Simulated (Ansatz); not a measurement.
Ansatz input

```yaml
crystal:
  lattice:
    - [2.4489784519, 0.0, 0.0]
    - [-1.224489226, 2.1208775527, 0.0]
    - [0.0, 0.0, 4.0657612409]
  atoms:
    - { symbol: Ni, position: [0.3333333333, 0.6666666667, 0.25], spin: 0.818 }
    - { symbol: Ni, position: [0.6666666667, 0.3333333333, 0.75], spin: 0.818 }
hamiltonian:
  xc: r2scan
  pseudopotentials:
    kind: paw
    azcp:
      Ni: "pseudopotentials/Ni.paw.azcp"
basis:
  ecutwfc: 500
  fft_grid_basis: typed
kpoints:
  mp_grid: { grid: [24, 24, 13], shift: [0, 0, 0] }
magnetization:
  spin_polarized: true
scf:
  occupations: { method: fermi_dirac, width: 0.05 }
```

and its output:

```
Engine: ansatz 0.2.0, x86_64-unknown-linux-gnu
Pseudopotentials: kind: paw
Pseudopotential: Ni, paw, valence charge 18, recommended cutoff 500 eV (meta_gga) 
Functional definition: r2SCAN
  parameter k0 = 0.174
  parameter k1 = 0.065
  parameter a1 = 4.9479
  exchange = r2scan_x(k0 = k0, k1 = k1, a1 = a1)
  correlation = r2scan_c
Crystal: 2 atoms, lattice volume = 21.117 Å³
Basis set: ecut = 500 eV, 549 PW (Γ), exchange–correlation on 72×72×120 points (64 copies of the dense FFT grid, shifted against one another)
Bands: 23, of which v1, the nominal top of the filled ones, is band 18 counted from 1 (17 counted from 0)
Symmetry: 24 space group operations
Space group: P63/mmc (ITA 194), of the structure as read, at distance tolerance 2.8e-5 Å
Magnetic group: BNS 194.263 (UNI 1493), of the structure as read, at distance tolerance 2.8e-5 Å
k-points: 427 of 7488
Non-local potential: Ni, projectors of the file, l = 0: 3, l = 1: 2, l = 2: 3, l = 3: 1
PAW form: soft (Blöchl's): semilocal exchange-correlation on the pseudo side does not see the compensation charge
PAW frozen core: Ni, regenerated for the run's functional (the file was generated under x = pbe(κ = 0.804, μ = 0.2195149727645171), c = pbe(β = 0.06672455060314922))
PAW one-centre angular grid: Ni, 590 points (default); XC on 160 Gauss nodes
Initial density: superposition of atomic densities (chi_scale 0.1, normalization cell)
Starting moments: Σ|m| = 1.636 μB on 2 of 2 sites
Initial wavefunctions: pseudopotential atomic-orbital guess
Functional: x = r2scan, c = r2scan; τ floored in thin density (d = 2e-4 eV/Å³)
iter 1 solved again at ethr=1.88e-3 eV; its pass at ethr=3.10e-3 eV (dr2=6.75e-1 eV) is discarded
SCF iter   1: F=—  HF=-11688.803228 eV  |F-HF|=—  |Δ(HF+E_count)|=         —  Δρ=6.91e-2 (↑1.33e-2 ↓6.91e-2)  dr2=5.73e-1  dr2_τ=1.01e-2  dr2_m=2.83e-1  M=1.752 μB ∫|m|=1.891 μB  β_m=1.00  ethr=1.88e-3  ⟨swp⟩=3.8  Hψ=118701  notcnv=0
Mixer restart at iter 1: flushing history
SCF iter   2: F=—  HF=-11688.510256 eV  |F-HF|=—  |Δ(HF+E_count)|=   2.93e-1  Δρ=1.08e-2 (↑1.01e-2 ↓1.08e-2)  dr2=2.34e-2  dr2_τ=1.20e-3  dr2_m=7.54e-4  M=1.685 μB ∫|m|=1.909 μB  β_m=1.00  ethr=1.59e-3  ⟨swp⟩=4.9  Hψ=43527  notcnv=0  κ⁻¹=1.0e0(r=1)
SCF iter   3: F=—  HF=-11689.266794 eV  |F-HF|=—  |Δ(HF+E_count)|=         —  Δρ=1.52e-2 (↑1.52e-2 ↓9.18e-3)  dr2=4.53e-2  dr2_τ=1.99e-4  dr2_m=2.71e-3  M=1.693 μB ∫|m|=1.967 μB  β_m=1.00  ethr=6.49e-5  ⟨swp⟩=2.7  Hψ=45968  notcnv=0  defer=157
Mixer restart at iter 3: flushing history
SCF iter   4: F=—  HF=-11689.754014 eV  |F-HF|=—  |Δ(HF+E_count)|=   4.87e-1  Δρ=9.71e-3 (↑7.10e-3 ↓9.71e-3)  dr2=2.46e-2  dr2_τ=2.09e-4  dr2_m=4.95e-4  M=1.659 μB ∫|m|=1.959 μB  β_m=1.00  ethr=6.49e-5  ⟨swp⟩=3.2  Hψ=40527  notcnv=0  defer=157  κ⁻¹=1.0e0(r=1)
SCF iter   5: F=—  HF=-11690.249405 eV  |F-HF|=—  |Δ(HF+E_count)|=   4.95e-1  Δρ=9.76e-3 (↑3.99e-3 ↓9.76e-3)  dr2=2.19e-2  dr2_τ=9.07e-5  dr2_m=1.84e-3  M=1.594 μB ∫|m|=1.917 μB  β_m=1.00  ethr=6.49e-5  ⟨swp⟩=2.9  Hψ=41847  notcnv=0  defer=157  κ⁻¹=9.0e-2(r=2)
SCF iter   6: F=—  HF=-11690.041003 eV  |F-HF|=—  |Δ(HF+E_count)|=   2.08e-1  Δρ=1.24e-2 (↑5.68e-3 ↓1.24e-2)  dr2=3.52e-2  dr2_τ=1.23e-4  dr2_m=2.51e-3  M=1.628 μB ∫|m|=1.946 μB  β_m=1.00  ethr=6.09e-5  ⟨swp⟩=2.2  Hψ=37643  notcnv=0  defer=162  κ⁻¹=7.6e-2(r=3)
SCF iter   7: F=—  HF=-11690.446477 eV  |F-HF|=—  |Δ(HF+E_count)|=   4.05e-1  Δρ=7.46e-3 (↑1.88e-3 ↓7.46e-3)  dr2=9.30e-3  dr2_τ=1.93e-5  dr2_m=1.98e-3  M=1.500 μB ∫|m|=1.828 μB  β_m=1.00  ethr=6.09e-5  ⟨swp⟩=3.0  Hψ=41415  notcnv=0  defer=167  κ⁻¹=1.9e-3(r=4)
SCF iter   8: F=—  HF=-11690.490584 eV  |F-HF|=—  |Δ(HF+E_count)|=   4.41e-2  Δρ=1.55e-3 (↑9.85e-4 ↓1.55e-3)  dr2=2.10e-4  dr2_τ=3.13e-6  dr2_m=3.59e-5  M=1.434 μB ∫|m|=1.762 μB  β_m=1.00  ethr=2.58e-5  ⟨swp⟩=2.3  Hψ=42640  notcnv=0  defer=190  κ⁻¹=3.9e-4(r=5)
SCF iter   9: F=—  HF=-11690.496279 eV  |F-HF|=—  |Δ(HF+E_count)|=   5.70e-3  Δρ=1.24e-3 (↑8.41e-4 ↓1.24e-3)  dr2=1.02e-4  dr2_τ=1.94e-6  dr2_m=3.55e-5  M=1.415 μB ∫|m|=1.743 μB  β_m=1.00  ethr=5.82e-7  ⟨swp⟩=2.3  Hψ=36990  notcnv=0  defer=190  κ⁻¹=2.0e-4(r=6)
SCF iter  10: F=—  HF=-11690.498386 eV  |F-HF|=—  |Δ(HF+E_count)|=   2.11e-3  Δρ=9.81e-4 (↑7.25e-4 ↓9.81e-4)  dr2=6.39e-5  dr2_τ=1.03e-6  dr2_m=3.44e-5  M=1.405 μB ∫|m|=1.730 μB  β_m=1.00  ethr=2.82e-7  ⟨swp⟩=2.1  Hψ=35296  notcnv=0  defer=196  κ⁻¹=2.0e-4(r=7)
SCF iter  11: F=—  HF=-11690.497625 eV  |F-HF|=—  |Δ(HF+E_count)|=   7.61e-4  Δρ=9.70e-4 (↑3.96e-4 ↓9.70e-4)  dr2=5.16e-5  dr2_τ=3.17e-7  dr2_m=8.20e-5  M=1.387 μB ∫|m|=1.702 μB  β_m=1.00  ethr=1.77e-7  ⟨swp⟩=2.8  Hψ=46757  notcnv=0  defer=199  κ⁻¹=9.0e-6(r=8)
SCF iter  12: F=—  HF=-11690.498821 eV  |F-HF|=—  |Δ(HF+E_count)|=   1.20e-3  Δρ=4.69e-4 (↑1.52e-4 ↓4.69e-4)  dr2=3.22e-5  dr2_τ=6.28e-8  dr2_m=6.55e-6  M=1.393 μB ∫|m|=1.711 μB  β_m=1.00  ethr=1.43e-7  ⟨swp⟩=2.2  Hψ=34738  notcnv=0  defer=198  κ⁻¹=4.1e-5(r=8)
SCF iter  13: F=—  HF=-11690.499426 eV  |F-HF|=—  |Δ(HF+E_count)|=   6.05e-4  Δρ=1.43e-4 (↑1.43e-4 ↓1.17e-4)  dr2=4.55e-7  dr2_τ=1.34e-8  dr2_m=2.91e-6  M=1.398 μB ∫|m|=1.718 μB  β_m=1.00  ethr=8.93e-8  ⟨swp⟩=2.1  Hψ=34633  notcnv=0  defer=198  κ⁻¹=3.6e-5(r=8)
SCF iter  14: F=—  HF=-11690.499655 eV  |F-HF|=—  |Δ(HF+E_count)|=   2.28e-4  Δρ=9.78e-5 (↑9.46e-5 ↓9.78e-5)  dr2=5.06e-8  dr2_τ=3.60e-9  dr2_m=1.75e-6  M=1.400 μB ∫|m|=1.722 μB  β_m=1.00  ethr=1.26e-9  ⟨swp⟩=3.2  Hψ=48807  notcnv=0  defer=198  κ⁻¹=3.5e-6(r=8)
SCF iter  15: F=—  HF=-11690.499675 eV  |F-HF|=—  |Δ(HF+E_count)|=   1.98e-5  Δρ=6.15e-5 (↑5.27e-5 ↓6.15e-5)  dr2=3.56e-8  dr2_τ=1.44e-9  dr2_m=6.01e-7  M=1.401 μB ∫|m|=1.723 μB  β_m=1.00  ethr=1.41e-10  ⟨swp⟩=3.2  Hψ=44562  notcnv=0  defer=198  κ⁻¹=1.3e-6(r=8)
SCF iter  16: F=—  HF=-11690.499696 eV  |F-HF|=—  |Δ(HF+E_count)|=   2.18e-5  Δρ=3.70e-5 (↑8.25e-6 ↓3.70e-5)  dr2=1.64e-7  dr2_τ=1.10e-9  dr2_m=7.57e-8  M=1.402 μB ∫|m|=1.725 μB  β_m=1.00  ethr=9.89e-11  ⟨swp⟩=3.6  Hψ=50077  notcnv=0  defer=198  κ⁻¹=1.8e-5(r=8)
SCF iter  17: F=—  HF=-11690.499699 eV  |F-HF|=—  |Δ(HF+E_count)|=   3.08e-6  Δρ=1.23e-5 (↑4.38e-6 ↓1.23e-5)  dr2=1.21e-8  dr2_τ=1.03e-10  dr2_m=1.08e-8  M=1.403 μB ∫|m|=1.726 μB  β_m=1.00  ethr=9.89e-11  ⟨swp⟩=2.9  Hψ=41724  notcnv=0  defer=198  κ⁻¹=3.7e-6(r=8)
SCF iter  18: F=—  HF=-11690.499700 eV  |F-HF|=—  |Δ(HF+E_count)|=   3.94e-7  Δρ=3.09e-6 (↑3.09e-6 ↓1.89e-6)  dr2=4.95e-10  dr2_τ=2.49e-11  dr2_m=7.74e-10  M=1.402 μB ∫|m|=1.726 μB  β_m=1.00  ethr=3.37e-11  ⟨swp⟩=2.2  Hψ=36360  notcnv=0  defer=198  κ⁻¹=8.4e-7(r=8)
SCF iter  19: F=-11690.499700 eV  HF=-11690.499700 eV  |F-HF|=4.53e-10  |Δ(HF+E_count)|=   1.43e-7  Δρ=1.88e-6 (↑1.04e-6 ↓1.88e-6)  dr2=7.61e-10  dr2_τ=1.48e-12  dr2_m=5.73e-11  M=1.402 μB ∫|m|=1.725 μB  ethr=1.37e-12  ⟨swp⟩=2.2  Hψ=87700  notcnv=0
SCF 1 converged in 19 iterations: F = -11690.499700 eV  dr2 = 7.61e-10
this state was not tested for a lower state beside it, because the mixer in use, unlike msr1, does not test its closes by its own steps (another_mixer; see scf.mixing.algorithm and scf.lower_state_search)
SCF converged after 19 iterations
Magnetization: 1.4023 μB (18.7011 up, 17.2989 down)
Absolute magnetization: 1.7275 μB (∫|ρ↑−ρ↓|, with the PAW one-centre terms)
Spin contamination: 0.0374 ħ² per cell (⟨S²⟩ above its minimum at these occupations)
Per-site moments (μB) at R_I (Å): [(0.7672622124408449, 1.0102036114168267), (0.7672622124408444, 1.0102036114168267)]
Free energy (F): -11690.499700 eV
Harris-Foulkes:  -11690.499700 eV  (|F-HF|=4.53e-10)
Internal energy: -11690.473122 eV  (E = F + TS)
E sigma→0 (E₀):  -11690.486411 eV
Entropy (-TS):   -0.026579 eV (-13.289 meV/atom)
Fermi energy:    18.767077 eV
--- Per-component energies (eV) ---
  E_band       = -597.463217
  E_kinetic    = 564.671411
  E_local      = -6789.734898  (includes V_loc(G=0)·N_el)
  E_nonlocal   = 1281.016589
  E_hartree    = 2842.307366
  E_xc         = -157.776459
  E_vxc        = -234.256407  (∫ρ·V_xc dr)
  E_paw        = -3288.476562  (= ΣΔE_a)
  E_vpaw       = -1121.152438  (= ΣTr[D̂ρ^β])
  E_aug_tail   = 0.000477  (compensation charges beyond the density's cutoff)
  E_vtau       = 17.374553  (kinetic-family band-sum trace: ∫τ·v_τ [+ j·A + Jᵃ·Aᵃ] dr)
  E_ewald      = -6141.880909
  E_core_change = -0.600137  (= ΣΔE_core)
  E_smearing   = -0.026579  (= −TS)
  E_closure    = -0.000000  (closes the sum)
  Σ components = -11690.499700   (vs F -11690.499700, Δ=0.00e0)
```

Command:

```sh
ansatz run input.yaml --threads 1 --pin off --max-ram 3584MiB --backend cpu --events-out ev --progress --plain --runs-dir out
```

On 1 thread of Intel(R) Xeon(R) Platinum 8259CL CPU @ 2.50GHz (Skylake/Cascade Lake) (shared host) this took about 150 s of wall time and 150 s of CPU time.
